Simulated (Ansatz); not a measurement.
AlNi (CsCl type, Pm-3m), a = b = c = 2.893 Å, α = β = γ = 90.00°.

Relaxed with PBE.

Question: Which orbitals make up the states near the Fermi level in plane-wave PAW PBE (Ansatz code)?

Answer: Within 0.5 eV of the Fermi level: Ni 3d 60 %, Al 3p 28 %. Projections are on Löwdin-orthogonalised atomic valence shells; empty p or d shells of many metals are not among them.

Question: Tabulate the density of states.

Answer: States/eV per cell of 2 atoms, in 0.25 eV bins, energy from the Fermi level.

| E (eV) | total | Ni 3d | Al 3p | Al 3s |
|---|---|---|---|---|
| -7.85 | 0.34 | 0.01 | 0.15 | 0.12 |
| -7.60 | 0.36 | 0.02 | 0.16 | 0.12 |
| -7.35 | 0.39 | 0.02 | 0.17 | 0.14 |
| -7.10 | 0.45 | 0.03 | 0.19 | 0.17 |
| -6.85 | 0.45 | 0.04 | 0.19 | 0.17 |
| -6.60 | 0.45 | 0.05 | 0.18 | 0.16 |
| -6.35 | 0.50 | 0.07 | 0.20 | 0.18 |
| -6.10 | 0.55 | 0.10 | 0.22 | 0.18 |
| -5.85 | 0.59 | 0.13 | 0.23 | 0.19 |
| -5.60 | 0.65 | 0.18 | 0.23 | 0.19 |
| -5.35 | 0.71 | 0.24 | 0.24 | 0.19 |
| -5.10 | 0.64 | 0.22 | 0.24 | 0.14 |
| -4.85 | 0.63 | 0.22 | 0.25 | 0.11 |
| -4.60 | 0.67 | 0.25 | 0.27 | 0.10 |
| -4.35 | 0.76 | 0.30 | 0.30 | 0.09 |
| -4.10 | 1.06 | 0.48 | 0.38 | 0.09 |
| -3.85 | 2.03 | 1.16 | 0.65 | 0.09 |
| -3.60 | 1.57 | 0.99 | 0.44 | 0.07 |
| -3.35 | 1.65 | 1.15 | 0.41 | 0.05 |
| -3.10 | 3.20 | 2.43 | 0.69 | 0.02 |
| -2.85 | 2.83 | 2.18 | 0.58 | 0.00 |
| -2.60 | 1.69 | 1.46 | 0.17 | 0.00 |
| -2.35 | 4.05 | 3.70 | 0.20 | 0.01 |
| -2.10 | 5.29 | 4.94 | 0.20 | 0.01 |
| -1.85 | 7.27 | 6.83 | 0.27 | 0.01 |
| -1.60 | 4.29 | 4.01 | 0.18 | 0.01 |
| -1.35 | 1.11 | 0.93 | 0.12 | 0.01 |
| -1.10 | 0.64 | 0.51 | 0.08 | 0.00 |
| -0.85 | 0.55 | 0.42 | 0.09 | 0.00 |
| -0.60 | 1.93 | 1.53 | 0.28 | 0.02 |
| -0.35 | 1.32 | 0.91 | 0.29 | 0.04 |
| -0.10 | 0.94 | 0.55 | 0.27 | 0.05 |
| 0.15 | 0.76 | 0.39 | 0.26 | 0.04 |
| 0.40 | 0.63 | 0.28 | 0.24 | 0.04 |
| 0.65 | 0.53 | 0.21 | 0.22 | 0.04 |
| 0.90 | 0.45 | 0.16 | 0.20 | 0.03 |
| 1.15 | 0.38 | 0.12 | 0.18 | 0.03 |
| 1.40 | 0.32 | 0.09 | 0.15 | 0.02 |
| 1.65 | 0.36 | 0.09 | 0.12 | 0.02 |
| 1.90 | 0.43 | 0.09 | 0.10 | 0.03 |
| 2.15 | 0.68 | 0.14 | 0.11 | 0.10 |
| 2.40 | 0.89 | 0.19 | 0.18 | 0.17 |
| 2.65 | 0.95 | 0.21 | 0.22 | 0.23 |
| 2.90 | 0.88 | 0.18 | 0.24 | 0.22 |
| 3.15 | 0.83 | 0.15 | 0.25 | 0.22 |
| 3.40 | 0.80 | 0.13 | 0.25 | 0.23 |
| 3.65 | 0.79 | 0.11 | 0.26 | 0.22 |
| 3.90 | 0.75 | 0.10 | 0.26 | 0.20 |
| 4.15 | 0.74 | 0.09 | 0.25 | 0.19 |
| 4.40 | 0.76 | 0.08 | 0.28 | 0.19 |
| 4.65 | 0.78 | 0.08 | 0.32 | 0.17 |

Symmetry was held in the PBE relaxation. The run is not spin-polarised.

Potentials: the later of the program's two PAW sets.
